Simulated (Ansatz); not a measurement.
Calculation for Au (hcp type): DFT, PBEsol, all-electron PAW with datasets made for the crystal, scalar-relativistic (Ansatz 0.2.0). This run: the undistorted cell.

The cell is a prototype at a set volume, not relaxed; it needn't be the stable phase.

Command: `ansatz run input.yaml --threads 1 --pin off --max-ram 2048MiB --backend cpu --events-out ev --progress --plain --runs-dir out` It took 9.7 s on 1 thread of Arm Neoverse V1 (shared host), peak memory 0.44 GiB.

```yaml
crystal:
  lattice:
    - [2.9469569625, 0.0, 0.0]
    - [-1.4734784812, 2.5521395934, 0.0]
    - [0.0, 0.0, 4.7740702792]
  atoms:
    - { symbol: Au, position: [0.3333333333, 0.6666666667, 0.25] }
    - { symbol: Au, position: [0.6666666667, 0.3333333333, 0.75] }
kpoints:
  mp_grid: { grid: [12, 12, 6] }
scf:
  occupations: { method: fermi_dirac, width: 0.05 }
hamiltonian:
  xc: pbesol
  pseudopotentials: { kind: all_electron, datasets: crystal }
output:
  forces: true
  stress: true
  eigenvalues: true
  efg: { contact_densities: true }
```

Output:

```
hamiltonian.pseudopotentials.datasets: crystal makes datasets for this crystal and solves the spheres of its atoms anew in each pass: cutoff 260.0 eV, the density's 1040.0 eV; for an error of 0.50 meV an atom under PBE, 1.0 meV for the cell; an energy difference from a run of another recipe may be off by several times the error for the cell, under r2SCAN by more, where some 0.1 meV an atom stays at smaller errors; Au in spheres of 1.376 Å, 11 of its electrons in bands, 8 on its site; only band paths and densities of states list, in semicore columns, the levels of the semicore shells that are solved separately: 5s of Au, 5p of Au
Au: output.efg is read without spin–orbit coupling, which moves field gradients at and beside such atoms by some per cent and up to a factor of two; PAW files take it under magnetization.noncollinear and magnetization.spin_orbit
Engine: ansatz 0.2.0
Pseudopotentials: kind: all_electron
Pseudopotential: Au, paw, valence charge 19, recommended cutoff 260 eV (normal), crystal/all_electron/pbesol/scalar/gaussian/Au, Koelling and Harmon's equation, gaussian nucleus
Functional definition: PBEsol
  exchange = pbesol_x
  correlation = pbesol_c
Crystal: 2 atoms, lattice volume = 35.906 Å³
Basis set: ecut = 260 eV, 325 PW (Γ), exchange–correlation on 32×32×54 points (8 copies of the dense FFT grid, shifted against one another)
Bands: 15, of which v1, the nominal top of the filled ones, is band 11 counted from 1 (10 counted from 0)
Symmetry: 24 space group operations
Space group: P63/mmc (ITA 194), of the structure as read, at distance tolerance 3.3e-5 Å
k-points: 76 of 864
Non-local potential: Au, projectors of the file, l = 0: 1, l = 1: 1, l = 2: 2
PAW form: soft (Blöchl's): semilocal exchange-correlation on the pseudo side does not see the compensation charge
PAW one-centre angular grid: Au, 590 points (default); XC on its mesh's 1815 points in the sphere
Initial density: superposition of atomic densities (neutral atoms: chi_scale 0, normalization atom)
Initial wavefunctions: pseudopotential atomic-orbital guess
Functional: x = pbesol(κ = 0.804, μ = 0.12345679012345678), c = pbesol(β = 0.046)
iter 1 solved again at ethr=1.25e-2 eV; its pass at ethr=1.00e-1 eV (dr2=2.74e0 eV) is discarded
SCF iter   1: F=—  HF=-1034165.951037 eV  |F-HF|=—  |Δ(HF+E_count)|=         —  Δρ=8.47e-2  dr2=2.82e0  ethr=1.25e-2  ⟨swp⟩=2.5  Hψ=6248  notcnv=0
preconditioner: auto → none  [metal: Δε(μ)=0.031 eV  Ē_g=10.068 eV  σ=0.050 eV  W_gap=0.15  n_scr=8 (ndim 8)  ℏωp=29.1 eV  f_vac=0.000  D(μ)=1.39/eV (n_scr^D=10)  sad-step TF]
SCF iter   2: F=—  HF=-1034165.537384 eV  |F-HF|=—  |Δ(HF+E_count)|=   4.14e-1  Δρ=4.53e-2  dr2=8.43e-1  ethr=1.25e-2  ⟨swp⟩=2.0  Hψ=2280  notcnv=0
SCF iter   3: F=—  HF=-1034165.254347 eV  |F-HF|=—  |Δ(HF+E_count)|=   2.83e-1  Δρ=1.71e-2  dr2=9.36e-2  ethr=3.83e-3  ⟨swp⟩=3.0  Hψ=2967  notcnv=0
iter 4 solved again at ethr=1.12e-5 eV; its pass at ethr=4.25e-4 eV (dr2=2.47e-3 eV) is discarded
SCF iter   4: F=—  HF=-1034165.275413 eV  |F-HF|=—  |Δ(HF+E_count)|=   2.11e-2  Δρ=3.06e-3  dr2=2.70e-3  ethr=1.12e-5  ⟨swp⟩=2.0  Hψ=5186  notcnv=0
SCF iter   5: F=—  HF=-1034165.277128 eV  |F-HF|=—  |Δ(HF+E_count)|=   1.72e-3  Δρ=1.34e-3  dr2=5.77e-4  ethr=1.12e-5  ⟨swp⟩=2.8  Hψ=2085  notcnv=0
SCF iter   6: F=—  HF=-1034165.277187 eV  |F-HF|=—  |Δ(HF+E_count)|=   5.89e-5  Δρ=8.40e-5  dr2=2.54e-6  ethr=2.62e-6  ⟨swp⟩=2.9  Hψ=2802  notcnv=0  defer=1
SCF iter   7: F=—  HF=-1034165.277187 eV  |F-HF|=—  |Δ(HF+E_count)|=   4.86e-7  Δρ=8.16e-5  dr2=2.27e-6  ethr=1.15e-8  ⟨swp⟩=3.1  Hψ=2837  notcnv=0
SCF iter   8: F=—  HF=-1034165.277187 eV  |F-HF|=—  |Δ(HF+E_count)|=   3.91e-7  Δρ=4.13e-5  dr2=5.79e-7  ethr=1.03e-8  ⟨swp⟩=2.0  Hψ=1989  notcnv=0
SCF iter   9: F=-1034165.277187 eV  HF=-1034165.277187 eV  |F-HF|=1.87e-8  |Δ(HF+E_count)|=   1.25e-7  Δρ=9.41e-6  dr2=2.94e-8  ethr=2.63e-9  ⟨swp⟩=2.1  Hψ=1998  notcnv=0
SCF 1 converged in 9 iterations: F = -1034165.277199 eV  dr2 = 2.94e-8
  Residual-converged pass: ⟨swp⟩=3.1  Hψ=2808  notcnv=0  max |occ|·‖R‖ = 5.2e-6 eV (tolerance 5.3e-6 eV)  dr2=2.96e-8  dr2_onsite=1.82e-8  max |Δocc| = 6.6e-10
  greatest PAW one-centre occupation: 0.878 electrons in one spin orbital (limit 2), on the Au atom at site 1 (counted from 0), in its partial waves of l = 2
SCF converged after 9 iterations
Free energy (F): -1034165.277199 eV
Harris-Foulkes:  -1034165.277199 eV  (|F-HF|=1.87e-8)
Internal energy: -1034165.268580 eV  (E = F + TS)
E sigma→0 (E₀):  -1034165.272889 eV
Entropy (-TS):   -0.008619 eV (-4.310 meV/atom)
Past the cutoff: the bands carry plane waves up to 1.75 times it, of which those up to 1.5 times it add -0.000534 eV an atom, each by itself; the spheres take 0.000550 eV an atom off the energy for waves past 1.75 times it
By the cutoff:   a pressure is off by up to 0.010 GPa (1.2 times the spheres' own share and the shells' term, over an atom's volume, and 0.004 GPa: a bound that held against runs at twice the plane waves)
Past the cutoffs: a stress includes 0.0023 GPa for waves and charges beyond them, in addition to the slope of what the spheres take
In the spheres:  the bands' charges fall short by 6.6e-7 e at most (sound up to 1e-3), those of shells solved beside the bands by 3.7e-7 e (sound up to 5e-4)
Fermi energy:    23.260179 eV
--- Per-component energies (eV) ---
  E_band       = 426.202211
  E_kinetic    = 345.323178
  E_local      = -3028.147574  (includes V_loc(G=0)·N_el)
  E_nonlocal   = 536.641228
  E_hartree    = 1597.098466
  E_xc         = -151.267619
  E_vxc        = -180.061914  (∫ρ·V_xc dr)
  E_paw        = -1040466.682227  (= ΣΔE_a)
  E_vpaw       = -13177.140117  (= ΣTr[D̂ρ^β])
  E_ewald      = -5733.638367
  E_smearing   = -0.008619  (= −TS)
  E_closure    = 12735.404335  (closes the sum)
  Σ components = -1034165.277199   (vs F -1034165.277199, Δ=0.00e0)
  The terms above E_closure are by the made datasets' own strengths, without shells solved beside the bands.
--- Forces (eV/Å), atoms counted from 1 ---
  atom   1  Au     0.00000000    -0.00000000     0.00000000
  atom   2  Au    -0.00000000     0.00000000    -0.00000000
  max |Σ_I F_I| component: 4.63e-18 eV/Å
--- Stress (GPa, compression-positive) ---
       -8.226443      -0.000000      -0.000000
        0.000000      -8.226443      -0.000000
       -0.000000      -0.000000      -6.195863
  P = ⅓ Tr σ = -7.5496 GPa (-75.496 kbar)
  It holds what live shells' own plane waves past their cutoff add
--- PAW observables at the nuclei: V_zz in 10²¹ V/m², potentials from the cell's mean, atoms counted from 1 ---
  atom   1  Au V_zz =    -0.294364   η = 0.0000   by run symmetry: allowed
            electrostatic potential = -16458.497028 V   contact ρ = 13054062.841161 e/Å³
  atom   2  Au V_zz =    -0.294364   η = 0.0000   by run symmetry: allowed
            electrostatic potential = -16458.497028 V   contact ρ = 13054062.841161 e/Å³
--- Band table (eV; the first three rows and the last of 76) ---
  k-point 0: bands = ["13.9707", "16.5045", "18.9928", "19.0684", "19.0684", "19.3973", "19.3973", "19.8233", "19.8233", "21.2576", "21.2576", "22.6180", "26.2299"]
  k-point 1: bands = ["14.2049", "16.4976", "18.9271", "18.9941", "18.9941", "19.3171", "19.3171", "20.0222", "20.0222", "21.2312", "21.2312", "21.3231", "27.9770"]
  k-point 2: bands = ["14.8619", "16.3460", "18.8000", "18.9304", "18.9304", "19.1406", "19.1406", "19.6743", "20.4241", "20.4241", "21.1042", "21.1042", "31.0663"]
  k-point 75: bands = ["17.7114", "17.7114", "18.3700", "18.3700", "19.0491", "19.0491", "19.9038", "19.9038", "21.2856", "21.2856", "27.3084", "27.3084", "27.6432"]
```

Next run (one bond, the shortest of the undistorted cell, set to 2.228 Å), as changes to the input before:

```diff
   atoms:
-    - { symbol: Au, position: [0.3333333333, 0.6666666667, 0.25] }
-    - { symbol: Au, position: [0.6666666667, 0.3333333333, 0.75] }
+    - { symbol: Au, position: [0.2533333333, 0.6266666667, 0.19] }
+    - { symbol: Au, position: [0.7466666667, 0.3733333333, 0.81] }
 kpoints:
```

Results part of the output:

```
SCF 1 converged in 13 iterations: F = -1034163.147505 eV  dr2 = 1.02e-8
  Residual-converged pass: ⟨swp⟩=3.3  Hψ=9066  notcnv=0  max |occ|·‖R‖ = 5.2e-6 eV (tolerance 5.3e-6 eV)  dr2=6.78e-9  dr2_onsite=3.15e-9  max |Δocc| = 1.8e-9
  greatest PAW one-centre occupation: 0.790 electrons in one spin orbital (limit 2), on the Au atom at site 0 (counted from 0), in its partial waves of l = 2
SCF converged after 13 iterations
Free energy (F): -1034163.147505 eV
Harris-Foulkes:  -1034163.147505 eV  (|F-HF|=9.20e-9)
Internal energy: -1034163.140941 eV  (E = F + TS)
E sigma→0 (E₀):  -1034163.144223 eV
Entropy (-TS):   -0.006565 eV (-3.282 meV/atom)
Past the cutoff: the bands carry plane waves up to 1.75 times it, of which those up to 1.5 times it add -0.000164 eV an atom, each by itself; the spheres take 0.000220 eV an atom off the energy for waves past 1.75 times it
By the cutoff:   a pressure is off by up to 0.007 GPa (1.2 times the spheres' own share and the shells' term, over an atom's volume, and 0.004 GPa: a bound that held against runs at twice the plane waves)
Past the cutoffs: a stress includes 0.0030 GPa for waves and charges beyond them, in addition to the slope of what the spheres take
In the spheres:  the bands' charges fall short by 3.6e-8 e at most (sound up to 1e-3), those of shells solved beside the bands by 1.9e-7 e (sound up to 5e-4)
Fermi energy:    23.478246 eV
--- Per-component energies (eV) ---
  E_band       = 419.889573
  E_kinetic    = 752.123278
  E_local      = -18123.122202  (includes V_loc(G=0)·N_el)
  E_nonlocal   = -55.333820
  E_hartree    = 9606.703596
  E_xc         = -415.687061
  E_vxc        = -424.033652  (∫ρ·V_xc dr)
  E_paw        = -1062209.578273  (= ΣΔE_a)
  E_vpaw       = -53664.753131  (= ΣTr[D̂ρ^β])
  E_ewald      = -16439.846284
  E_smearing   = -0.006565  (= −TS)
  E_closure    = 52721.599824  (closes the sum)
  Σ components = -1034163.147505   (vs F -1034163.147505, Δ=0.00e0)
  The terms above E_closure are by the made datasets' own strengths, without shells solved beside the bands.
--- Forces (eV/Å), atoms counted from 1 ---
  atom   1  Au     3.43182800     1.98136682     9.23051277
  atom   2  Au    -3.43182800    -1.98136682    -9.23051277
  max |Σ_I F_I| component: 2.22e-16 eV/Å
--- Stress (GPa, compression-positive) ---
       25.846470      11.230264      28.384141
       11.230264      12.878879      16.387592
       28.384141      16.387592      59.086939
  P = ⅓ Tr σ = 32.6041 GPa (326.041 kbar)
  It holds what live shells' own plane waves past their cutoff add
--- PAW observables at the nuclei: V_zz in 10²¹ V/m², potentials from the cell's mean, atoms counted from 1 ---
  atom   1  Au V_zz =    +4.012264   η = 0.6921   by run symmetry: allowed
            electrostatic potential = -16458.535316 V   contact ρ = 13054172.284160 e/Å³
  atom   2  Au V_zz =    +4.012264   η = 0.6921   by run symmetry: allowed
            electrostatic potential = -16458.535316 V   contact ρ = 13054172.284160 e/Å³
--- Band table (eV; the first three rows and the last of 242) ---
  k-point 0: bands = ["13.6088", "15.7122", "17.1164", "18.0242", "18.2345", "18.5648", "19.5280", "20.0816", "21.0450", "21.0829", "22.1591", "23.5353", "25.5554"]
  k-point 1: bands = ["13.7811", "15.7193", "17.1227", "17.9938", "18.2035", "18.5549", "19.5217", "19.9704", "21.0975", "21.1358", "21.7782", "22.5113", "27.3825"]
  k-point 2: bands = ["14.1972", "15.7235", "17.1519", "17.9355", "18.1443", "18.4904", "19.1934", "19.8263", "20.8220", "21.1998", "21.2398", "22.2455", "29.9600"]
  k-point 241: bands = ["15.7988", "16.1933", "16.4241", "18.3969", "18.7455", "20.6955", "21.0521", "21.1457", "21.3485", "21.8412", "23.5658", "23.6608", "27.1208"]
```

Spin–orbit coupling is left out, which matters for the heavy atoms.
